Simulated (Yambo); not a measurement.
Ba₂NF (space group R-3m, No. 166); a = 6.850 Å, b = 6.850 Å, c = 6.850 Å, α = 33.10°, β = 33.10°, γ = 33.10°. With the G0W0 scissor the direct gap on the mesh is 1.61 eV. Axes are Cartesian, with cell vectors (Å) (1.95, 1.13, 6.47), (-1.95, 1.13, 6.47), (0.00, -2.25, 6.47).

Q: Does this run resolve the lowest exciton, and if so, what are its energy and binding? (Yambo, LDA bands; 6×6×6 mesh, 3 valence and 9 conduction bands, static screening with 50 bands and a 4 Ry block, scissor 0.89 eV, Tamm-Dancoff.)

A: No. The lowest state covers only about 5 of the 216 k points, so the mesh doesn't resolve it: its energy and its distance from the direct gap are mesh artefacts. An extended exciton needs a far denser mesh. The scissor comes from a G0W0 run whose convergence isn't established. 

Geometry relaxed with LDA.

The structure is a Materials Project entry; no match was found in the copy of COD used, and its stability was not checked.
